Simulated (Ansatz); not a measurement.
An Ansatz input:

```yaml
crystal:
  lattice:
    - [2.7081184491, 0.0, 0.0]
    - [0.0, 2.7081184491, 0.0]
    - [0.0, 0.0, 2.7081184491]
  atoms:
    - { symbol: As, position: [0.0, 0.0, 0.0] }
hamiltonian:
  xc: r2scan0
  pseudopotentials:
    kind: paw
    azcp:
      As: "pseudopotentials/As.paw.azcp"
basis:
  ecutwfc: 500
  fft_grid_basis: typed
kpoints:
  mp_grid: { grid: [6, 6, 6], shift: [0, 0, 0] }
magnetization:
  spin_polarized: false
scf:
  occupations: { method: fermi_dirac, width: 0.1 }
```

Output

```
Engine: ansatz 0.2.0, aarch64-unknown-linux-gnu
Pseudopotentials: kind: paw
Pseudopotential: As, paw, valence charge 15, recommended cutoff 500 eV (meta_gga) 
Functional definition: r2SCAN0
  parameter a = 0.25
  parameter k0 = 0.174
  parameter k1 = 0.065
  parameter a1 = 4.9479
  exchange = (1 - a)*r2scan_x(k0 = k0, k1 = k1, a1 = a1) + a*exact_x
  correlation = r2scan_c
Crystal: 1 atoms, lattice volume = 19.861 Å³
Basis set: ecut = 500 eV, 485 PW (Γ), exchange–correlation on 80×80×80 points (64 copies of the dense FFT grid, shifted against one another)
Bands: 12, of which v1, the nominal top of the filled ones, is band 8 counted from 1 (7 counted from 0)
Symmetry: 48 space group operations
Space group: Pm-3m (ITA 221), of the structure as read, at distance tolerance 2.7e-5 Å
k-points: 20 of 216
Non-local potential: As, projectors of the file, l = 0: 2, l = 1: 2, l = 2: 3, l = 3: 1
PAW form: soft (Blöchl's): semilocal exchange-correlation on the pseudo side does not see the compensation charge
PAW frozen core: As, regenerated for the run's functional, and the local potential with it (the file was generated under x = pbe(κ = 0.804, μ = 0.2195149727645171), c = pbe(β = 0.06672455060314922))
PAW one-centre angular grid: As, 590 points (default); XC on 160 Gauss nodes
Initial density: superposition of atomic densities (neutral atoms: chi_scale 0, normalization atom), corrected by the library's trained network
Initial wavefunctions: pseudopotential atomic-orbital guess
Functional: x = r2scan, c = r2scan; τ floored in thin density (d = 2e-4 eV/Å³), warm-up for x = 0.75 r2scan + 0.25 exact, c = r2scan; τ floored in thin density (d = 2e-4 eV/Å³)
SCF iter   1: F=—  HF=-4864.442335 eV  |F-HF|=—  |Δ(HF+E_count)|=         —  Δρ=2.97e-3  dr2=1.60e-3  dr2_τ=7.11e-4  ethr=1.77e-3  ⟨swp⟩=7.4  Hψ=1023  notcnv=0
SCF iter   2: F=—  HF=-4864.452889 eV  |F-HF|=—  |Δ(HF+E_count)|=   1.06e-2  Δρ=1.67e-3  dr2=4.50e-4  dr2_τ=8.01e-6  ethr=1.07e-5  ⟨swp⟩=4.1  Hψ=706  notcnv=0  defer=2
SCF iter   3: F=—  HF=-4864.453131 eV  |F-HF|=—  |Δ(HF+E_count)|=   2.42e-4  Δρ=7.08e-4  dr2=7.57e-5  dr2_τ=1.74e-6  ethr=3.00e-6  ⟨swp⟩=2.0  Hψ=400  notcnv=0  defer=2
iter 4 solved again at ethr=9.24e-10 eV; its pass at ethr=5.05e-7 eV (dr2=1.39e-7 eV) is discarded
SCF iter   4: F=—  HF=-4864.453175 eV  |F-HF|=—  |Δ(HF+E_count)|=   4.38e-5  Δρ=3.31e-5  dr2=1.68e-7  dr2_τ=6.22e-9  ethr=9.24e-10  ⟨swp⟩=4.0  Hψ=1032  notcnv=0
SCF iter   5: F=—  HF=-4864.453175 eV  |F-HF|=—  |Δ(HF+E_count)|=   3.49e-9  Δρ=8.15e-6  dr2=1.85e-8  dr2_τ=4.52e-10  ethr=9.24e-10  ⟨swp⟩=3.0  Hψ=454  notcnv=0
SCF iter   6: F=—  HF=-4864.453175 eV  |F-HF|=—  |Δ(HF+E_count)|=   1.45e-9  Δρ=1.74e-6  dr2=7.91e-10  dr2_τ=4.47e-12  ethr=1.23e-10  ⟨swp⟩=3.2  Hψ=514  notcnv=0
SCF iter   7: F=-4864.453175 eV  HF=-4864.453175 eV  |F-HF|=1.46e-11  |Δ(HF+E_count)|=  8.55e-11  Δρ=2.61e-7  dr2=4.00e-12  dr2_τ=4.90e-13  ethr=5.27e-12  ⟨swp⟩=3.7  Hψ=571  notcnv=0
SCF 1 converged in 7 iterations: F = -4864.453175 eV  dr2 = 4.00e-12
Initial density: handed on by an earlier stage of this run
Initial wavefunctions: those handed on with the density
Functional: x = 0.75 r2scan + 0.25 exact, c = r2scan; τ floored in thin density (d = 2e-4 eV/Å³)
Frozen-core exchange: fock
iter 1 solved again at ethr=1.46e-5 eV; its pass at ethr=1.00e-1 eV (dr2=2.20e-3 eV) is discarded
SCF iter   1: F=—  HF=-4863.489785 eV  |F-HF|=—  |Δ(HF+E_count)|=         —  Δρ=5.56e-3  dr2=3.41e-3  dr2_τ=1.33e-4  ethr=1.46e-5  ⟨swp⟩=4.3  Hψ=1311  notcnv=0
SCF iter   2: F=—  HF=-4863.491356 eV  |F-HF|=—  |Δ(HF+E_count)|=   1.57e-3  Δρ=3.12e-3  dr2=1.02e-3  dr2_τ=1.32e-5  ethr=1.46e-5  ⟨swp⟩=3.0  Hψ=603  notcnv=0
SCF iter   3: F=—  HF=-4863.491291 eV  |F-HF|=—  |Δ(HF+E_count)|=   6.45e-5  Δρ=6.47e-4  dr2=4.10e-5  dr2_τ=7.29e-7  ethr=6.66e-6  ⟨swp⟩=3.0  Hψ=473  notcnv=0
SCF iter   4: F=-4863.491295 eV  HF=-4863.491298 eV  |F-HF|=3.40e-6  |Δ(HF+E_count)|=   6.77e-6  Δρ=1.28e-4  dr2=1.22e-6  dr2_τ=1.13e-8  ethr=2.63e-7  ⟨swp⟩=3.0  Hψ=522  notcnv=0
SCF 2 stopped early in 4 iterations: F = -4863.491295 eV  dr2 = 1.22e-6
hybrid outer 1: dexx = +4.786e-3 eV, tail = 2.83e-5 eV
Frozen-core exchange: fock
SCF iter   1: F=—  HF=-4863.491376 eV  |F-HF|=—  |Δ(HF+E_count)|=         —  Δρ=4.44e-5  dr2=1.47e-7  dr2_τ=5.16e-9  ethr=9.44e-7  ⟨swp⟩=4.0  Hψ=586  notcnv=0
SCF iter   2: F=-4863.491377 eV  HF=-4863.491377 eV  |F-HF|=3.28e-9  |Δ(HF+E_count)|=   9.74e-7  Δρ=3.01e-5  dr2=5.42e-8  dr2_τ=3.51e-9  ethr=7.89e-10  ⟨swp⟩=4.0  Hψ=732  notcnv=0
SCF 3 converged in 2 iterations: F = -4863.491377 eV  dr2 = 5.42e-8
hybrid outer 2: dexx = +2.578e-7 eV, tail = 1.58e-7 eV, Δε = 5.73e-3 eV (about 7.42e-4 eV left of the loop's levels)
hybrid SCF converged: 2 outer / 6 inner (+7 warm-up), last move |dexx| = 2.58e-7 eV, tail = 1.58e-7 eV
Stability not checked: this state was not tested for a lower state beside it, because the functional holds exact exchange (a hybrid, or Hartree-Fock), whose exchange loop this test does not read (fock_operator; see scf.lower_state_search)
Free energy (F): -4863.491377 eV
Frozen-core exchange: fock
Harris-Foulkes:  -4863.491377 eV  (|F-HF|=3.28e-9)
Internal energy: -4863.488575 eV  (E = F + TS)
E sigma→0 (E₀):  -4863.489976 eV
Entropy (-TS):   -0.002803 eV (-2.803 meV/atom)
Fermi energy:    11.913027 eV
--- Per-component energies (eV) ---
  E_band       = -274.327198
  E_kinetic    = 101.417817
  E_local      = -1551.369254  (includes V_loc(G=0)·N_el)
  E_nonlocal   = -670.552890
  E_hartree    = 875.507031
  E_xc         = -57.581867
  E_vxc        = -64.326899  (∫ρ·V_xc dr)
  E_exx        = -67.167118  (= α·E_x^exact, valence–valence)
  E_paw        = -1794.761272  (= ΣΔE_a)
  E_vpaw       = 290.990732  (= ΣTr[D̂ρ^β])
  E_aug_tail   = -0.000006  (compensation charges beyond the density's cutoff)
  E_vtau       = 2.836426  (kinetic-family band-sum trace: ∫τ·v_τ [+ j·A + Jᵃ·Aᵃ] dr)
  E_ewald      = -1697.233279
  E_core_change = -1.747736  (= ΣΔE_core)
  E_smearing   = -0.002803  (= −TS)
  E_closure    = -0.000000  (closes the sum)
  Σ components = -4863.491377   (vs F -4863.491377, Δ=0.00e0)
--- Band table (eV; the first three rows and the last of 20) ---
  k-point 0: bands = ["-29.4738", "-29.4738", "-29.3547", "-29.3547", "-29.3547", "-6.1532", "16.6131", "16.6131", "16.6131", "21.2742"]
  k-point 1: bands = ["-29.4726", "-29.4500", "-29.3622", "-29.3622", "-29.3541", "-5.5749", "11.3068", "17.1632", "17.1632", "21.8187"]
  k-point 2: bands = ["-29.4702", "-29.4025", "-29.3768", "-29.3768", "-29.3530", "-3.9679", "5.7306", "18.4622", "18.4622", "23.2207"]
  k-point 19: bands = ["-29.4157", "-29.4157", "-29.4157", "-29.3221", "-29.3221", "5.8664", "8.8078", "8.8078", "8.8078", "18.5541"]
  guard bands above this table: 2 of the run's 12 bands. The solve was not asked for them (output.publish_guard_bands: true or output.eigenvalues: true publishes all)
```

Command:

```sh
ansatz run input.yaml --threads 4 --pin off --max-ram 8192MiB --backend cpu --events-out ev --progress --plain --runs-dir out
```

On 4 threads of Arm Neoverse V1 (shared host) this took about 3.2 s of wall time and 9.8 s of CPU time, with 0.86 GiB at the peak.
